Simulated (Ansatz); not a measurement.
# TaSnAs in Ansatz, single run

Input:

```yaml
crystal:
  lattice:
    - [3.683549, 0.0, 0.0]
    - [0.0, 3.683549, 0.0]
    - [0.0, 0.0, 8.271405]
  atoms:
    - { symbol: Sn, position: [0.0, 0.0, 0.0] }
    - { symbol: Sn, position: [0.5, 0.5, 0.0] }
    - { symbol: As, position: [0.5, 0.0, 0.609] }
    - { symbol: As, position: [0.0, 0.5, 0.391] }
    - { symbol: Ta, position: [0.5, 0.0, 0.256] }
    - { symbol: Ta, position: [0.0, 0.5, 0.744] }
  symmetry: { tolerance: 0.0003 }
kpoints:
  mp_grid: { grid: [5, 5, 2], shift: [0, 0, 0] }
magnetization:
  noncollinear: true
  spin_orbit: true
scf:
  occupations: { method: methfessel_paxton, width: 0.0388 }
hamiltonian:
  pseudopotentials: { kind: paw_fr }
  xc: r2scan
basis:
  ecutwfc: 500
output:
  forces: true
  stress: true
  eigenvalues: true
  write_density: true
  write_potential: true
  elf: true
  volumetric_format: npy
```

Run with:

```bash
ansatz run input.yaml --threads 1 --pin off --max-ram 2560MiB --backend cpu --events-out ev --progress --plain --runs-dir out
```

Origin of the cell: a known structure type with other elements, at an estimated volume, so it need not be a known compound.

Output (shortened):

```
SCF iter   1: F=—  HF=-41621.352026 eV  Δρ=5.78e-2  dr2=1.31e1  dr2_τ=5.85e-2  dr2_m=0.00e0 (ungated)  |M|=0.00e0 ∫|m|=0.00e0 μB  defer=8
SCF iter   2: F=—  HF=-41619.740940 eV  S|Δr|=    0.00e0  Δρ=2.97e-2  dr2=1.56e0  dr2_τ=1.60e-2  dr2_m=0.00e0 (ungated)  |M|=0.00e0 ∫|m|=0.00e0 μB  defer=146
SCF iter   3: F=—  HF=-41619.774750 eV  S|Δr|=    0.00e0  Δρ=1.76e-2  dr2=2.44e-1  dr2_τ=2.81e-3  dr2_m=0.00e0 (ungated)  |M|=0.00e0 ∫|m|=0.00e0 μB  defer=146
SCF iter   4: F=—  HF=-41619.833202 eV  S|Δr|=    0.00e0  Δρ=3.56e-3  dr2=1.97e-2  dr2_τ=4.21e-4  dr2_m=0.00e0 (ungated)  |M|=0.00e0 ∫|m|=0.00e0 μB  defer=144
SCF iter   5: F=—  HF=-41619.834071 eV  S|Δr|=    0.00e0  Δρ=1.15e-3  dr2=1.60e-3  dr2_τ=2.34e-5  dr2_m=0.00e0 (ungated)  |M|=0.00e0 ∫|m|=0.00e0 μB  defer=144
SCF iter   6: F=—  HF=-41619.834467 eV  S|Δr|=    0.00e0  Δρ=4.95e-4  dr2=3.09e-4  dr2_τ=3.89e-6  dr2_m=0.00e0 (ungated)  |M|=0.00e0 ∫|m|=0.00e0 μB  defer=144
SCF iter   7: F=—  HF=-41619.834554 eV  S|Δr|=    0.00e0  Δρ=7.84e-5  dr2=9.20e-6  dr2_τ=8.75e-8  dr2_m=0.00e0 (ungated)  |M|=0.00e0 ∫|m|=0.00e0 μB  defer=144
SCF iter   8: F=—  HF=-41619.834681 eV  S|Δr|=    0.00e0  Δρ=2.28e-5  dr2=7.31e-7  dr2_τ=2.28e-8  dr2_m=0.00e0 (ungated)  |M|=0.00e0 ∫|m|=0.00e0 μB  defer=144
SCF iter   9: F=-41619.834681 eV  HF=-41619.834681 eV  S|Δr|=    0.00e0  Δρ=8.19e-6  dr2=7.04e-8  dr2_τ=1.45e-9  dr2_m=0.00e0 (ungated)  |M|=0.00e0 ∫|m|=0.00e0 μB
SCF 1 converged in 9 iterations: F = -41619.834681 eV  dr2 = 7.04e-8
SCF converged after 9 iterations
Stability not checked: this state was not tested for a lower state beside it, because cold or Methfessel-Paxton smearing, or corrected tetrahedra, fill the levels in a way that the test cannot read (fill_not_monotonic; […]
Magnetization: |M| = 0.0000 μB,  M = (+0.0000, +0.0000, +0.0000) μB
Absolute magnetization: 0.0000 μB (∫|m|)
  site 0: m = (+0.0000, +0.0000, +0.0000) μB, |m| = 0.0000 μB  (R = 1.07 Å)
  site 1: m = (+0.0000, +0.0000, +0.0000) μB, |m| = 0.0000 μB  (R = 1.07 Å)
  site 2: m = (+0.0000, +0.0000, +0.0000) μB, |m| = 0.0000 μB  (R = 1.17 Å)
  site 3: m = (+0.0000, +0.0000, +0.0000) μB, |m| = 0.0000 μB  (R = 1.17 Å)
  site 4: m = (+0.0000, +0.0000, +0.0000) μB, |m| = 0.0000 μB  (R = 1.16 Å)
  site 5: m = (+0.0000, +0.0000, +0.0000) μB, |m| = 0.0000 μB  (R = 1.16 Å)
Free energy (F): -41619.834681 eV
Harris-Foulkes:  -41619.834681 eV  (|F-HF|=1.81e-8)
Internal energy: -41619.835434 eV  (E = F + TS)
E sigma→0 (E₀):  -41619.834869 eV
Entropy (-TS):   0.000753 eV (0.126 meV/atom)
Fermi energy:    16.308104 eV
--- Per-component energies (eV) ---
  E_band       = -694.994242
  E_kinetic    = 1328.350214
  E_local      = -5407.897778  (includes V_loc(G=0)·N_el)
  E_nonlocal   = -1379.053569
  E_hartree    = 3044.151512
  E_xc         = -1311.566914
  E_vxc        = -828.884718  (∫ρ·V_xc dr)
  E_paw        = -28787.472127  (= ΣΔE_a)
  E_vpaw       = -540.347864  (= ΣTr[D̂ρ^β])
  E_aug_tail   = 0.000145  (compensation charges beyond the density's cutoff)
  E_vtau       = 44.539413  (kinetic-family band-sum trace: ∫τ·v_τ [+ j·A + Jᵃ·Aᵃ] dr)
  E_ewald      = -9103.391086
  E_core_change = -2.955831  (= ΣΔE_core)
  E_smearing   = 0.000753  (= −TS)
  Σ components = -41619.834681   (vs F -41619.834681, Δ=0.00e0)
--- Forces (eV/Å), atoms counted from 1 ---
  atom   1  Sn    -0.000000    -0.000000     0.000000
  atom   2  Sn    -0.000000    -0.000000    -0.000000
  atom   3  As    -0.000000     0.000000     0.437198
  atom   4  As     0.000000     0.000000    -0.437198
  atom   5  Ta    -0.000000     0.000000     3.377284
  atom   6  Ta     0.000000     0.000000    -3.377284
  max |Σ_I F_I| component: 0.0 eV/Å
--- Stress (GPa, compression-positive) ---
       15.393851      -0.000000       0.000000
       -0.000000      15.393851      -0.000000
        0.000000      -0.000000       3.321692
  P = ⅓ Tr σ = 11.3698 GPa (113.698 kbar)
```

Caveats: no moments, though an odd count or open d shells may carry them; the k mesh is coarse if the cell is a metal.

Time: 78 s on 1 thread of Arm Neoverse V2, on a shared host, peak memory 1 GiB, from the program's own first density.
